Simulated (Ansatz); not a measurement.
The elements of this relaxed trial crystal are hidden behind letters.

```
lattice vectors (Å)
   4.2645    0.0000    0.0000
   0.0000    4.2645    0.0000
   0.0000    0.0000    9.2791
fractional positions
X 0.5000 0.0000 0.6692
X 0.0000 0.5000 0.3308
X 0.5000 0.0000 0.0267
X 0.0000 0.5000 0.9733
Z 0.5000 0.0000 0.3603
Z 0.0000 0.5000 0.6397
```

These are results of Ansatz 0.2.0, DFT PBE, scalar-relativistic, plane waves, PAW, not measurements. Cutoff 420 eV, Γ-centred 10×10×4 mesh (6-atom cell), Gaussian smearing of 0.10 eV, no spin polarisation.

| Item | Value |
| --- | --- |
| Space group | P4/nmm (No. 129) |
| Conventional cell | a = 4.265 Å, c = 9.279 Å |
| Volume per atom | 28.13 Å³ |
| Density | 6.23 g/cm³ |
| Energy over the elements | −0.21 eV/atom |
| Gap on the 10×10×4 mesh of the 6-atom cell | 0 eV (a metal) |

Energies are uncorrected and count from the elements' standard states at the same level.

Question: X is a p-block element of period 5 and Z is a p-block element of period 4. Which elements are they?

Answer: X = Sn, Z = Se, so the formula is Sn2Se. Density times volume gives a mean mass of 6.23 × 28.13/1.6605 = 105.5 u per atom, and this set has 105.5 u. Sn on its first site has 5 Se at 2.87–3.03 Å and 1 Sn at 3.32 Å; Sn on its second site is surrounded by 4 Sn at 3.06 Å, 1 Se at 3.10 Å and 1 Sn at 3.32 Å; Se has 6 Sn at 2.87–3.10 Å. Other sets within the hints have nearly the same mass, so mass alone doesn't settle it; this one was computed.

A structure relaxed within its symmetry needn't be a true minimum.
